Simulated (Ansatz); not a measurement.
TiNb:
Space group Cmmm (No. 65); a = 3.224 Å, b = 4.592 Å, c = 4.575 Å, α = 90.00°, β = 90.00°, γ = 90.00°

```
atom  site  symmetry       x       y       z
----  ----  --------  ------  ------  ------
Ti      2c       mmm  0.0000  0.5000  0.5000
Nb      2a       mmm  0.0000  0.0000  0.0000
```
(The calculation used a cell of 2 atoms; values per cell refer to that cell.)

Relaxed with PBEsol.

**Question.** Which orbitals make up the states near the Fermi level in plane-wave PAW PBEsol (Ansatz code)?

**Answer.** Within 0.5 eV of the Fermi level: Ti 3d 52 %, Nb 4d 35 %. Projections are on Löwdin-orthogonalised atomic valence shells; empty p or d shells of many metals are not among them.

**Question.** Tabulate the density of states.

**Answer.** States/eV per cell of 2 atoms, in 0.25 eV bins, energy from the Fermi level.

| E (eV) | total | Ti 3d | Nb 4d | Nb 5s |
|---|---|---|---|---|
| -6.20 | 0.00 | 0.00 | 0.00 | 0.00 |
| -5.95 | 0.03 | 0.00 | 0.00 | 0.01 |
| -5.70 | 0.08 | 0.00 | 0.00 | 0.03 |
| -5.45 | 0.12 | 0.00 | 0.00 | 0.05 |
| -5.20 | 0.15 | 0.00 | 0.00 | 0.06 |
| -4.95 | 0.18 | 0.00 | 0.00 | 0.07 |
| -4.70 | 0.22 | 0.00 | 0.01 | 0.09 |
| -4.45 | 0.26 | 0.00 | 0.01 | 0.11 |
| -4.20 | 0.31 | 0.01 | 0.02 | 0.13 |
| -3.95 | 0.35 | 0.01 | 0.04 | 0.14 |
| -3.70 | 0.47 | 0.03 | 0.08 | 0.15 |
| -3.45 | 0.91 | 0.10 | 0.33 | 0.18 |
| -3.20 | 1.63 | 0.25 | 0.76 | 0.21 |
| -2.95 | 1.96 | 0.35 | 1.04 | 0.23 |
| -2.70 | 2.22 | 0.46 | 1.26 | 0.22 |
| -2.45 | 2.43 | 0.62 | 1.40 | 0.18 |
| -2.20 | 2.58 | 0.73 | 1.46 | 0.20 |
| -1.95 | 1.99 | 0.65 | 1.09 | 0.13 |
| -1.70 | 1.40 | 0.53 | 0.75 | 0.06 |
| -1.45 | 1.16 | 0.45 | 0.61 | 0.04 |
| -1.20 | 3.66 | 1.19 | 2.29 | 0.05 |
| -0.95 | 3.11 | 1.18 | 1.77 | 0.04 |
| -0.70 | 3.20 | 1.52 | 1.46 | 0.06 |
| -0.45 | 3.44 | 1.56 | 1.55 | 0.10 |
| -0.20 | 3.02 | 1.33 | 1.31 | 0.13 |
| 0.05 | 3.37 | 1.77 | 1.12 | 0.13 |
| 0.30 | 3.40 | 2.05 | 0.85 | 0.10 |
| 0.55 | 2.58 | 1.51 | 0.72 | 0.07 |
| 0.80 | 1.34 | 0.69 | 0.39 | 0.05 |
| 1.05 | 0.81 | 0.37 | 0.26 | 0.03 |
| 1.30 | 0.94 | 0.49 | 0.29 | 0.03 |
| 1.55 | 1.02 | 0.58 | 0.34 | 0.02 |
| 1.80 | 1.45 | 0.88 | 0.49 | 0.01 |
| 2.05 | 2.15 | 1.32 | 0.74 | 0.02 |
| 2.30 | 2.55 | 1.64 | 0.83 | 0.02 |
| 2.55 | 3.37 | 2.31 | 0.97 | 0.02 |
| 2.80 | 3.37 | 2.36 | 0.94 | 0.02 |
| 3.05 | 3.11 | 2.01 | 1.02 | 0.02 |
| 3.30 | 3.78 | 2.17 | 1.51 | 0.03 |
| 3.55 | 4.90 | 2.44 | 2.31 | 0.06 |
| 3.80 | 3.21 | 1.34 | 1.68 | 0.07 |
| 4.05 | 2.67 | 0.95 | 1.49 | 0.08 |
| 4.30 | 2.38 | 0.73 | 1.38 | 0.10 |
| 4.55 | 2.00 | 0.66 | 1.02 | 0.10 |
| 4.80 | 1.64 | 0.55 | 0.74 | 0.10 |

The workflow started from a Materials Project entry (that database holds measured and hypothetical structures alike); the Crystallography Open Database copy checked does not list it. With Ti and Nb taken as one species the cell has the higher symmetry Im-3m, so it may be an ordered model of a mixed-site phase. Whether it is the stable phase at ambient conditions was not checked. The cell was relaxed with PBEsol under the symmetry of its start; its stability against distortions is not shown here. No spin polarisation was allowed. Axis ratios of metals converge slowly with the k-mesh, so a and c are less sure than the volume. Scalar-relativistic: spin–orbit coupling is off unless named, which matters more the heavier the elements.

Potentials: the later of the program's two PAW sets.
